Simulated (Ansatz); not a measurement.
Te (trigonal-Te type, space group P3_121)

```cif
data_Te3
_chemical_formula_sum 'Te3'
_space_group_name_H-M_alt 'P3121'
_space_group_IT_number 152
_space_group_name_Hall 'P 31 2"'
_cell_length_a 4.52090
_cell_length_b 4.52090
_cell_length_c 5.95427
_cell_angle_alpha 90.000
_cell_angle_beta 90.000
_cell_angle_gamma 120.000
loop_
_atom_site_label
_atom_site_type_symbol
_atom_site_symmetry_multiplicity
_atom_site_Wyckoff_symbol
_atom_site_fract_x
_atom_site_fract_y
_atom_site_fract_z
_atom_site_occupancy
Te1 Te 3 a 0.73189 0.73189 0.00000 1
```

Two coordinates are scanned: the volume, and the ratio of the stretch along z (the conventional c axis) to the stretch across it. Atoms keep their fractional coordinates.

All values below come from PBE (plane waves to 420 eV, PAW, scalar-relativistic; Ansatz, an electronic-structure program). k mesh 9×9×6 (Γ-centred), Fermi-Dirac smearing 0.05 eV. Compression counts positive. As the atoms are clamped, bonds stretch with the cell, which overstates energies and stresses. As the smearing reaches across the gap at some points, the response to shear is sensitive to the k mesh, so small differences along c/a are uncertain. Spin-orbit coupling is left out, though Te is heavy. Te was relaxed with its symmetry unable to fall. The last digit holds for this mesh only.

Changes of P (GPa) from the point V/V₀ = 1.000, (c/a)/(c/a)₀ = 1.000 when one coordinate moves alone (two changes are said to add if the coupling is within 5 % of the smaller one, nearly so within 20 %):

```tsv
point	change
V/V₀ = 1.000, (c/a)/(c/a)₀ = 0.920	0.96
V/V₀ = 1.000, (c/a)/(c/a)₀ = 0.947	0.66
V/V₀ = 1.000, (c/a)/(c/a)₀ = 0.973	0.34
V/V₀ = 0.960, (c/a)/(c/a)₀ = 1.000	2.00
V/V₀ = 0.973, (c/a)/(c/a)₀ = 1.000	1.28
V/V₀ = 0.987, (c/a)/(c/a)₀ = 1.000	0.62
V/V₀ = 1.013, (c/a)/(c/a)₀ = 1.000	-0.57
V/V₀ = 1.027, (c/a)/(c/a)₀ = 1.000	-1.10
V/V₀ = 1.040, (c/a)/(c/a)₀ = 1.000	-1.59
V/V₀ = 1.000, (c/a)/(c/a)₀ = 1.027	-0.34
V/V₀ = 1.000, (c/a)/(c/a)₀ = 1.053	-0.69
V/V₀ = 1.000, (c/a)/(c/a)₀ = 1.080	-1.02
```

What is the change at V/V₀ = 0.973, (c/a)/(c/a)₀ = 1.080, where both move, and how far is it from the sum?

The sum of the single changes is 1.28 + (-1.02) = 0.26; the calculation gives 0.15, so the coupling contributes -0.11 (under 20 % of the smaller single change, nearly additive).

(Under strain, the slope of the energy per volume gives the stress and its curvature an elastic modulus.)
